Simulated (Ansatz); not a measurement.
Level of theory: Ansatz, DFT PBE, scalar-relativistic, plane waves, PAW. Settings of the last relaxation (12-atom cell): 420 eV, 8×8×4 k points, Gaussian smearing of 0.02 eV, no spin polarisation.

The zero of energy is the elements' standard structures at the same level; no fitted shifts are applied.

**Question.** Give a relaxed trial structure of a monoclinic semiconductor made of Be, Mg and Te, with a gap near 1.0 eV, a formation energy near −0.44 eV/atom and about 26 Å³ per atom, in a cell of 12 atoms. Its symmetry should be Cm (No. 8).

**Answer.** MgBe₂Te₃, space group Cm (No. 8). Around Mg on its first site lie 5 Te at 2.84–3.01 Å; Mg on its second site has 5 Te at 2.84–3.02 Å; Be on its first site is surrounded by 4 Te at 2.42–2.50 Å; Te on its first site is surrounded by 2 Be at 2.42–2.44 Å and 2 Mg at 2.87 Å; 8 more sites not described.

```cif
data_structure
_symmetry_space_group_name_H-M 'Cm'
_symmetry_Int_Tables_number 8
_cell_length_a 19.4868
_cell_length_b 4.1067
_cell_length_c 8.0330
_cell_angle_alpha 90.000
_cell_angle_beta 101.872
_cell_angle_gamma 90.000
_cell_volume 629.10
loop_
_atom_site_label
_atom_site_type_symbol
_atom_site_symmetry_multiplicity
_atom_site_Wyckoff_symbol
_atom_site_fract_x
_atom_site_fract_y
_atom_site_fract_z
_atom_site_occupancy
Mg1 Mg 2 a 0.42040 0.50000 0.87892 1
Mg2 Mg 2 a 0.41993 0.50000 0.33498 1
Be1 Be 2 a 0.24235 0.00000 0.51783 1
Be2 Be 2 a 0.24616 0.00000 0.01785 1
Be3 Be 2 a 0.10676 0.50000 0.19812 1
Be4 Be 2 a 0.08830 0.50000 0.69123 1
Te1 Te 2 a 0.31546 0.00000 0.30802 1
Te2 Te 2 a 0.31653 0.00000 0.79926 1
Te3 Te 2 a 0.48435 0.00000 0.13863 1
Te4 Te 2 a 0.01537 0.00000 0.65466 1
Te5 Te 2 a 0.16781 0.50000 0.48584 1
Te6 Te 2 a 0.16990 0.50000 0.97466 1
```

The volume per atom is 26.21 Å³. The density is 4.49 g/cm³, the energy over the elements is −0.440 eV/atom and the gap on the 8×8×4 mesh of the 12-atom cell is 1.04 eV.

The cell was found from a structure generator's guess, not taken from experiment. Other answers may fit too; this one was computed.

These runs have no spin–orbit coupling, which can matter for Te. Kohn–Sham gaps at this level usually fall short of measured ones. The missing spin–orbit coupling can work the other way here. The reference form of Te is held partly by dispersion forces, which this level lacks. A structure relaxed within its symmetry needn't be a true minimum.
